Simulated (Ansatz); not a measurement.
# Ag: lifting an adatom of O

Ag, Fm-3m, a = 4.054 Å. Ansatz: PBEsol, PAW, 420 eV, Γ-centred 10×10×1 mesh on 5 atoms, Gaussian smearing 0.10 eV; no spin polarisation. One O atom per 1×1 cell of the (100) face (slab of 4 planes, Ag on top, held rigid) is raised along the normal at one place in the plane; the height is over the top plane, neighbouring adatoms stand 2.87 Å apart, and y is the energy over the lowest row.

```
height (Å) y (eV) force (eV/Å)
      0.77   2.244          9.46
      1.02   0.545          4.20
      1.32   0.000          0.00
      1.62   0.261         -1.42
      2.02   0.929         -1.77
      2.52   1.739         -1.39
      3.32       ?             ?
      4.32   2.760         -0.14
```

Task: Fit a Morse curve y = D[1 − e^(−α(z − z0))]² to the other rows, give the force constant, and predict the missing row.

Result: Least squares gives D = 2.956 eV, α = 1.165 1/Å, z0 = 1.310 Å; the force constant is 2Dα² = 8.02 eV/Å². At z = 3.32: e^(−α(z − z0)) = 0.0962, y = 2.415 eV and the force −2Dα e(1 − e) = -0.60 eV/Å (computed -0.52). The run gave 2.487 eV, so the fit is 0.072 eV too low, 2.6 % of the span of the series, against an rms of 0.034 eV on the fitted rows. The wall under the minimum and the tail ask for different α. D is the plateau of the fit; the highest row has reached 93 % of it, and without spin the far atom lies too high, so D overstates the binding. At the lowest row a force of 1.7 eV/Å still pushes the adatom sideways, so this place is no binding site, and D, z0 and the force constant belong to this line alone.

Cost: 8 runs of about 3.8 core-minutes in all, on Intel Xeon 6975P-C (Granite Rapids) (shared hosts).